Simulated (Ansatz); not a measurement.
MgO$_{2}$: excitons and shallow donors from band masses and screening

Computed with DFT PBEsol, scalar-relativistic, plane waves, PAW in Ansatz.

Cutoff 420 eV; k points 6×6×6 on the computed 12-atom cell (Γ-centred); Gaussian smearing, width 0.02 eV; no spin polarisation.

Relaxed cell: Pa-3, a = 4.841 Å, b = 4.841 Å, c = 4.841 Å, α = 90.00°, β = 90.00°, γ = 90.00°, 12 atoms in the primitive cell. Whether it is the stable form of this composition wasn't checked.

The calculation gives a Kohn–Sham gap of 3.95 eV, an electron mass of 1.85 mₑ and a hole mass of 3.74 mₑ (harmonic means over x, y, z and over the bands degenerate at each edge), and ε∞ = 3.29 (independent particles, mean of the diagonal).

Question: Estimate the binding energy and radius of a Wannier–Mott exciton and of a shallow donor, and say whether the hydrogenic model can hold.

Answer: The reduced mass is μ = mₙmₕ/(mₙ + mₕ) = 1.24 mₑ, with mₙ and mₕ the band masses. With E_b = 13.606 eV × μ/ε² and a = 0.529 Å × ε/μ (μ in mₑ) the exciton has E_b = 1555 meV and a = 1.4 Å. For a donor μ is the electron mass: 2323 meV and 0.9 Å. The radius isn't large against the shortest lattice vector (4.84 Å), so the continuum picture is doubtful and the numbers are only a scale. In a polar crystal the ions screen too, so a state bound more weakly than an optical phonon feels the larger static constant, which lowers the energy and widens the orbit. The other way, the small Kohn–Sham gap and the missing local fields make ε∞ too large and the masses tend to be too light, which underbinds. The edges lie at different points of the zone, so the exciton is indirect.